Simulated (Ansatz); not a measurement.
Ansatz (an electronic-structure program) input:

Ansatz 0.2 input:
```yaml
crystal:
  lattice:
    - [3.2468500916, 0.0, 0.0]
    - [0.0, 3.2468500916, 0.0]
    - [0.0, 0.0, 3.2468500916]
  atoms:
    - { symbol: Zr, position: [0.5, 0.5, 0.5] }
    - { symbol: Ir, position: [0.0, 0.0, 0.0] }
kpoints:
  mp_grid: { grid: [13, 13, 13] }
hamiltonian:
  xc: lda
  pseudopotentials: { kind: paw }
scf:
  occupations: { method: fermi_dirac, width: 0.1 }
phonons:
  method: dfpt
  response_accuracy: low
  eigenvectors: true
  rigid_motions: translations
```

Output (shortened):

```
Pseudopotential: Zr, paw, valence charge 12
Pseudopotential: Ir, paw, valence charge 17
Functional definition: SPW92
Crystal: 2 atoms, lattice volume = 34.228 Å³
Basis set: ecut = 420 eV, 691 PW (Γ), exchange–correlation on 48×48×48 points (8 copies of the dense FFT grid, shifted against one another)
Bands: 19, of which v1, the nominal top of the filled ones, is band 15 counted from 1 (14 counted from 0)
Symmetry: 48 space group operations
k-points: 196 of 2197 (irreducible under 8 space group operations, time reversal used)
SCF iter   1: F=—  HF=-15742.441391 eV  |F-HF|=—  |Δ(HF+E_count)|=         —  Δρ=7.54e-3  dr2=1.11e-2  ethr=1.77e-3  ⟨swp⟩=4.1  Hψ=14756  notcnv=0
preconditioner: auto → none
SCF iter   2: F=—  HF=-15742.441349 eV  |F-HF|=—  |Δ(HF+E_count)|=   4.25e-5  Δρ=4.41e-3  dr2=5.16e-3  ethr=3.83e-5  ⟨swp⟩=1.0  Hψ=5292  notcnv=0
SCF iter   3: F=—  HF=-15742.440749 eV  |F-HF|=—  |Δ(HF+E_count)|=   5.99e-4  Δρ=4.66e-4  dr2=5.24e-5  ethr=1.78e-5  ⟨swp⟩=1.0  Hψ=3726  notcnv=0
SCF iter   4: F=—  HF=-15742.440744 eV  |F-HF|=—  |Δ(HF+E_count)|=   4.99e-6  Δρ=5.70e-5  dr2=8.27e-7  ethr=1.81e-7  ⟨swp⟩=2.1  Hψ=4546  notcnv=0
SCF iter   5: F=—  HF=-15742.440742 eV  |F-HF|=—  |Δ(HF+E_count)|=   1.86e-6  Δρ=1.57e-5  dr2=5.42e-8  ethr=2.85e-9  ⟨swp⟩=2.0  Hψ=5904  notcnv=0
SCF iter   6: F=—  HF=-15742.440742 eV  |F-HF|=—  |Δ(HF+E_count)|=   1.07e-8  Δρ=1.60e-6  dr2=4.98e-10  ethr=1.87e-10  ⟨swp⟩=2.8  Hψ=6719  notcnv=0
SCF iter   7: F=-15742.440742 eV  HF=-15742.440742 eV  |F-HF|=5.46e-12  |Δ(HF+E_count)|=  8.37e-11  Δρ=2.06e-7  dr2=8.95e-12  ethr=1.00e-12  ⟨swp⟩=3.9  Hψ=18297  notcnv=0
SCF 1 converged in 7 iterations: F = -15742.440742 eV  dr2 = 8.95e-12
DFPT response loops at Γ: preconditioner auto → Kerker (q_TF=auto, 2.654 Å⁻¹) (partly filled bands, converged f_vac=0.000) …
SCF converged after 7 iterations
Free energy (F): -15742.440742 eV
Harris-Foulkes:  -15742.440742 eV  (|F-HF|=5.46e-12)
Internal energy: -15742.385721 eV  (E = F + TS)
E sigma→0 (E₀):  -15742.413232 eV
Entropy (-TS):   -0.055021 eV (-27.511 meV/atom)
Fermi energy:    20.218789 eV
--- Per-component energies (eV) ---
  E_band       = -199.511145
  E_kinetic    = 960.794813
  E_local      = -1864.972990  (includes V_loc(G=0)·N_el)
  E_nonlocal   = 164.662741
  E_hartree    = 677.679705
  E_xc         = -428.625993
  E_vxc        = -492.739789  (∫ρ·V_xc dr)
  E_paw        = -11802.885584  (= ΣΔE_a)
  E_vpaw       = -322.615367  (= ΣTr[D̂ρ^β])
  E_aug_tail   = 0.000070  (compensation charges beyond the density's cutoff)
  E_ewald      = -3449.820484
  E_core_change = 0.782003  (= ΣΔE_core)
  E_smearing   = -0.055021  (= −TS)
  E_closure    = 0.000000  (closes the sum)
  Σ components = -15742.440742   (vs F -15742.440742, Δ=0.00e0)
  [band-id]    e_kinetic+e_local+e_nonlocal+2·e_hartree+e_vxc+e_vpaw+e_augmentation_tail = -199.511114   (vs E_band -199.511145, Δ=3.18e-5)
--- Band table (eV; the first three rows and the last of 196) ---
  k-point 0: bands = ["-72.0885", "-28.8993", "-28.8993", "-28.8993", "-28.8293", "-6.7194", "-6.7194", "-6.7194", "11.7849", "14.4609", "14.4609", "17.7016", "17.7016", "17.7016", "21.6432", "21.6432", "24.8472", "24.8472", "24.8472"]
  k-point 1: bands = ["-72.0884", "-28.9412", "-28.8990", "-28.8990", "-28.7879", "-6.7523", "-6.7183", "-6.7183", "11.9154", "14.5182", "14.5621", "17.6876", "17.6876", "17.7365", "21.4908", "21.6963", "24.3359", "24.3359", "24.7579"]
  k-point 2: bands = ["-72.0881", "-29.0025", "-28.8980", "-28.8980", "-28.7278", "-6.8424", "-6.7153", "-6.7153", "12.2949", "14.6870", "14.8468", "17.6530", "17.6530", "17.8367", "21.0699", "21.8204", "23.3873", "23.3873", "24.5106"]
  k-point 195: bands = ["-72.0839", "-28.9475", "-28.9472", "-28.9472", "-28.7027", "-7.1287", "-7.1287", "-7.1268", "16.3988", "16.5361", "16.5361", "17.5987", "17.6089", "17.6089", "19.7149", "19.7149", "23.5209", "24.9923", "24.9923"]
--- Phonons (Γ-DFPT): 2 representative perturbations + reference, on 196 of 2197 k-points (Σ response iterations 4) ---
  ASR residual: 1.941e-3 → 0.000e0 eV/Å²; symmetrization residual: 2.342e-5 eV/Å²
  ASR residual per site (eV/Å²): 1.94e-3 1.09e-3
  Γ frequencies (cm⁻¹): 0.00 0.00 0.00 157.31 157.31 157.31
  non-analytic LO–TO correction: not included (Born effective charges unavailable; polar crystals: no LO–TO splitting at Γ)
```

Cost: about 30 core-seconds (a rough figure) on shared cores.

Space group Pm-3m (CsCl type). The workflow started from a Materials Project entry (that database holds measured and hypothetical structures alike); the Crystallography Open Database files this formula in space group No. 221, but the cells were not matched. Its standing as an ambient phase is unchecked. The LDA relaxation kept the symmetry of its start. At this level the phase is mechanically unstable. The run is not spin-polarised. As this level gives no gap, phonon frequencies hold no LO–TO term and depend on the k-mesh and smearing (Fermi–Dirac, 0.1 eV here). Spin–orbit coupling is left out wherever it is not named.

Potentials: the later of the program's two PAW sets.

Ansatz is a plane-wave DFT program.
